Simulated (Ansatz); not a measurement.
A distorted cell of AgCl (rock salt):

```
AgCl
1.0
    0.00000     5.61150     5.61150
    2.80575     0.00000     2.80575
    2.80575     2.80575     0.00000
Cl Ag
2 2
Direct
  0.00000   0.96556   0.02224
  0.50000   0.03444   0.97776
  0.25000   0.50000   0.50000
  0.75000   0.50000   0.50000
```

Level of theory: PBE (plane waves to 420 eV, PAW, scalar-relativistic; Ansatz, a program for electronic structure). k mesh 5×10×10 (Γ-centred), Fermi-Dirac smearing 0.05 eV. Compression counts positive. AgCl was relaxed with its symmetry unable to fall.

### Question
What forces act on the atoms (eV/Å, Cartesian)?

### Answer
| atom | Fx | Fy | Fz |
|---|---|---|---|
| Cl1 | 0.003 | -0.005 | 0.008 |
| Cl2 | -0.003 | 0.005 | -0.008 |
| Ag3 | 0.000 | 0.000 | 0.000 |
| Ag4 | 0.000 | 0.000 | 0.000 |

(For displaced atoms, the force is minus the slope of the energy, and its curvature is a force constant, which sets phonon frequencies.)
